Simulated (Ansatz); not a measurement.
ZrO2:
Space group Pca2₁ (No. 29); a = 5.287 Å, b = 5.073 Å, c = 5.098 Å, α = β = γ = 90.00°

```
atom  site  symmetry       x       y       z
----  ----  --------  ------  ------  ------
Zr      4a         1  0.0306  0.2664  0.2488
O       4a         1  0.3658  0.0676  0.1071
O       4a         1  0.2291  0.5363  0.0000
```

Relaxed with r²SCAN.

Question: Tabulate the valence density and the electron localisation function along the shortest Zr–O contact (2.04 Å), plane-wave PAW r²SCAN (Ansatz code).

Answer: 

```csv
distance from Zr (Å),density (e/Å³),ELF
0.20,3.41,0.18
0.31,3.94,0.44
0.41,4.06,0.66
0.51,3.67,0.76
0.61,2.94,0.78
0.71,2.11,0.72
0.82,1.43,0.55
0.92,0.99,0.34
1.02,0.78,0.24
1.12,0.79,0.33
1.22,0.98,0.56
1.32,1.37,0.76
1.43,2.06,0.82
1.53,3.13,0.81
1.63,4.50,0.75
1.73,5.85,0.62
1.83,6.88,0.43
```

The density is the valence pseudo-density with augmentation charge, so density and ELF within about 1 Å of a nucleus are not all-electron values.

Space group Pca2_1. The cell was relaxed with r²SCAN under the symmetry of its start. The run is not spin-polarised.

Potentials: the later of the program's two PAW sets.
